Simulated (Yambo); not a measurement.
```
CaCd2P2
1.0
    4.29231     0.00000     0.00000
   -2.14616     3.71725     0.00000
    0.00000     0.00000     7.05545
P Ca Cd
2 1 2
Direct
  0.66667   0.33333   0.75947
  0.33333   0.66667   0.24053
  0.00000   0.00000   0.00000
  0.33333   0.66667   0.63811
  0.66667   0.33333   0.36189
```

CaCd2P2 (space group P-3m1, No. 164): mean Im ε in 1 eV windows above the direct gap of 1.43 eV, for different electron-hole kernels (Yambo, broadening 0.15 eV, norm-conserving LDA (Quantum ESPRESSO, 102 Ry, no spin-orbit coupling) bands; 6×6×4 mesh, 6 valence and 10 conduction bands, static screening with 71 bands and a 3 Ry block, scissor 0.77 eV, Tamm-Dancoff; field along x).

```json
[
 {"window (eV)": "1.4 to 2.4", "independent quasiparticles": "7.1", "BSE": "8.3"},
 {"window (eV)": "2.4 to 3.4", "independent quasiparticles": "11", "BSE": "17"},
 {"window (eV)": "3.4 to 4.4", "independent quasiparticles": "19", "BSE": "17"},
 {"window (eV)": "4.4 to 5.4", "independent quasiparticles": "13", "BSE": "9.7"},
 {"window (eV)": "5.4 to 6.4", "independent quasiparticles": "8.9", "BSE": "6.8"}
]
```

This run doesn't resolve bound excitons or single peaks, so only averages are given, and they too depend on the mesh; weight that the attraction moves below the gap isn't listed. All transitions below 7.33 eV are in the band window. The scissor comes from a G0W0 run whose convergence isn't established.

Spin-orbit splittings are left out.

Geometry of the Materials Project entry, not relaxed at this level.
